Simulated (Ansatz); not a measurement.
C (diamond)

```yaml
crystal:
  lattice:
    - [0.00000, 1.78014, 1.78014]
    - [1.78014, 0.00000, 1.78014]
    - [1.78014, 1.78014, 0.00000]
  atoms:
    - { symbol: C, position: [0.50000, 0.50000, 0.50000] }
    - { symbol: C, position: [0.75000, 0.75000, 0.75000] }
```

This relaxed cell (volume V₀) is scaled evenly in all directions, its shape held. Symmetry pins the atoms to their sites.

Level of theory: r2SCAN (plane waves to 500 eV, PAW, scalar-relativistic; Ansatz, a program for electronic structure). k mesh 16×16×16 (Γ-centred), Fermi-Dirac smearing 0.05 eV. E stands for the smeared free energy. Compression counts positive. C was relaxed with its symmetry unable to fall. The zero of ΔE is the relaxed starting cell.

```
V (Å³/atom)  ΔE (meV/atom)
-----------  -------------
5.303                 31.4
5.370                 19.7
5.438                 10.9
5.506                  4.7
5.573                  1.2
5.641                  0.0
5.709                  1.1
5.776             withheld
5.844                  9.7
5.912                 17.0
5.980                 26.1
```

Fit a third-order Birch-Murnaghan form (E₀, V₀, B₀, B₀′ free) to the given rows and predict ΔE at V = 5.776.

Least squares on the 10 given rows: ΔE = E₀ + (9V₀B₀/16)·y²·[2 + (B₀′ − 4)y], y = (V₀/V)^(2/3) − 1, with V₀ = 5.641 Å³/atom, B₀ = 450.4 GPa (160.2 GPa = 1 eV/Å³; the term in eV is multiplied by 1000), B₀′ = 3.76, E₀ = -0.01 meV/atom; root-mean-square residual 0.03 meV/atom. At 5.776 the fit gives 4.4 meV/atom; the calculation gives 4.4 meV/atom, the same to the digits shown. For the pressure the fit gives -10.2 GPa against the computed -10.2 GPa.

(A scan under strain: stresses follow from slopes of the energy per volume, elastic moduli from its curvatures.)
